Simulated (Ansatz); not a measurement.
## SiPb: levels along high-symmetry lines

```
Pb Si
1.0
     4.42883    0.00000    0.00000
    -2.21441    3.83548    0.00000
     0.00000    0.00000    7.27841
Pb Si
2 2
Direct
  0.33333 0.66667 0.00047
  0.66667 0.33333 0.50047
  0.33333 0.66667 0.37553
  0.66667 0.33333 0.87553
```

Atom numbers follow the list: Pb1, Pb2, Si3, Si4.

The cell was built from the wurtzite type and relaxed in the same program, and has space group P6_3mc; it needn't be a known or the stable phase.

Spin–orbit coupling is left out, though it moves levels of the heavy atoms by tenths of an eV or more.

Theory: Ansatz 0.2.0, DFT, PBE, all-electron LAPW, scalar-relativistic.

Settings: a Γ-centred 10×10×6 k mesh, Fermi–Dirac smearing of 0.03 eV, basis error target 1 meV/atom, no spin polarisation.

Points in fractions of the reciprocal vectors of this cell: Γ (0, 0, 0), M (0.5, 0, 0), K (0.333, 0.333, 0), A (0, 0, 0.5), L (0.5, 0, 0.5), H (0.333, 0.333, 0.5). The path joins them by straight lines in the order Γ–M–K–Γ–A–L–H–A–L; legs that retrace an earlier one aren't tabulated. Energies are in eV from the Fermi level.

(1) Metal or insulator at this level of theory?

(2) Tabulate bands 46 to 51, counted from the lowest band of the run, along the path.

## Answers

(1) No gap opens: metallic or semimetallic.

(2) 
```tsv
k (1/Å)	point	band 46	band 47	band 48	band 49	band 50	band 51
0.00	Γ	-1.15	-0.54	-0.01	0.14	0.14	2.14
0.12		-1.25	-0.10	0.05	0.08	0.37	2.10
0.23		-1.49	-0.36	-0.18	0.64	0.73	2.24
0.35		-1.78	-0.74	-0.47	0.79	0.96	2.75
0.47		-2.06	-1.19	-0.74	0.76	1.03	2.98
0.59		-2.27	-1.63	-0.95	0.67	1.03	3.10
0.70		-2.40	-1.97	-1.08	0.60	1.00	3.14
0.82	M	-2.45	-2.11	-1.13	0.58	0.99	3.14
0.89		-2.53	-2.12	-1.25	0.71	1.12	2.94
0.95		-2.71	-2.15	-1.51	1.07	1.46	2.64
1.02		-2.90	-2.20	-1.82	1.57	1.84	2.35
1.09		-2.98	-2.29	-2.09	2.06	2.11	2.25
1.16		-2.96	-2.40	-2.29	1.89	2.53	2.59
1.22		-2.85	-2.53	-2.42	1.78	2.74	2.86
1.29	K	-2.69	-2.69	-2.47	1.75	2.87	2.87
1.43		-3.05	-2.32	-2.29	1.87	2.53	2.84
1.56		-3.37	-1.95	-1.82	2.08	2.12	2.58
1.70		-2.88	-1.44	-1.32	1.64	1.92	2.76
1.83		-2.27	-0.87	-0.83	1.24	1.47	2.36
1.97		-1.69	-0.42	-0.35	0.86	0.93	2.11
2.10		-1.29	-0.12	0.01	0.19	0.44	2.09
2.24	Γ	-1.15	-0.54	-0.01	0.14	0.14	2.14
2.30		-1.14	-0.52	0.10	0.12	0.12	2.17
2.36		-1.10	-0.48	0.04	0.04	0.31	2.24
2.42		-1.05	-0.42	-0.07	-0.07	0.45	2.36
2.48		-0.97	-0.32	-0.20	-0.20	0.47	2.50
2.55		-0.88	-0.35	-0.35	-0.21	0.38	2.66
2.61		-0.76	-0.49	-0.49	-0.07	0.24	2.84
2.67	A	-0.63	-0.63	-0.63	0.08	0.08	3.02
2.79		-1.15	-0.73	-0.73	0.60	0.60	2.88
2.90		-1.74	-0.96	-0.96	1.11	1.11	2.79
3.02		-2.10	-1.24	-1.24	1.10	1.10	2.91
3.14		-2.21	-1.51	-1.51	0.86	0.86	2.73
3.25		-2.17	-1.72	-1.72	0.60	0.60	2.41
3.37		-2.08	-1.86	-1.86	0.42	0.42	2.16
3.49	L	-2.04	-1.90	-1.90	0.35	0.35	2.07
3.56		-2.18	-1.85	-1.85	0.43	0.43	2.13
3.62		-2.43	-1.79	-1.79	0.61	0.61	2.32
3.69		-2.71	-1.73	-1.73	0.78	0.78	2.65
3.76		-2.97	-1.68	-1.68	0.88	0.88	3.12
3.83		-3.16	-1.64	-1.64	0.93	0.93	3.61
3.89		-3.28	-1.60	-1.60	0.94	0.94	3.77
3.96	H	-3.32	-1.59	-1.59	0.93	0.93	3.76
4.10		-3.18	-1.65	-1.65	0.99	0.99	3.75
4.23		-2.80	-1.84	-1.84	1.20	1.20	3.37
4.37		-2.28	-2.03	-2.03	1.48	1.48	2.94
4.50		-2.09	-1.68	-1.68	1.61	1.61	2.64
4.64		-1.85	-1.14	-1.14	1.35	1.35	2.61
4.77		-1.24	-0.77	-0.77	0.71	0.71	2.84
4.91	A	-0.63	-0.63	-0.63	0.08	0.08	3.02
```
